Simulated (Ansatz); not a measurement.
The calculation used DFT PBE, scalar-relativistic, plane waves, PAW in Ansatz. All cells share a 420 eV cutoff and Γ-centred k meshes spaced at most about 0.3 Å⁻¹ (about 0.25 or finer for metals, 2π included). Collinear spin in cells that started with moments and kept them past the coarse steps, no spin elsewhere.

These are static total energies at zero pressure. All come from trial cells, and lower structures may exist.

Problem. Order these relaxed structures of Li2TiO2 by energy, lowest first, with the energy over the lowest of them.
A.

```
CELL_PARAMETERS angstrom
2.78696 0.00000 0.00000
0.00000 2.78696 0.00000
0.00000 0.00000 8.82094
ATOMIC_POSITIONS crystal
Li 0.00000 0.00000 0.60790
Li 0.00000 0.00000 0.39210
Ti 0.00000 0.00000 0.00000
O 0.50000 0.50000 0.00000
O 0.50000 0.50000 0.50000
```

B.

```
CELL_PARAMETERS angstrom
-1.43130 1.43130 4.96718
1.43130 -1.43130 4.96718
1.43130 1.43130 -4.96718
ATOMIC_POSITIONS crystal
Li 0.75000 0.25000 0.50000
Li 0.25000 0.75000 0.50000
Ti 0.00000 0.00000 0.00000
O 0.37456 0.37456 0.00000
O 0.62544 0.62544 0.00000
```

C.

```
CELL_PARAMETERS angstrom
3.91449 0.00000 0.00000
-1.95725 3.39005 0.00000
0.00000 0.00000 3.67533
ATOMIC_POSITIONS crystal
Li 0.33333 0.66667 0.00000
Li 0.66667 0.33333 0.00000
Ti 0.00000 0.00000 0.50000
O 0.33333 0.66667 0.50000
O 0.66667 0.33333 0.50000
```

Solution. B (0 meV/atom), A (153 meV/atom), C (352 meV/atom). Forms: B I4/mmm, moments up to 0.3 μB; A P4/mmm, moments up to 0.2 μB; C P6/mmm, no spin. Counting O atoms around Li and Ti (those within 1.25 times the shortest such distance or 1.15 times the sum of covalent radii): B has Li 4, Ti 8; A has Li 4, Ti 4; C has Li 2, Ti 6.

Another magnetic order may lie lower. Cells relaxed within their symmetry can be saddle points. Some candidate types were left out of the draw beforehand, so a known form may be missing.
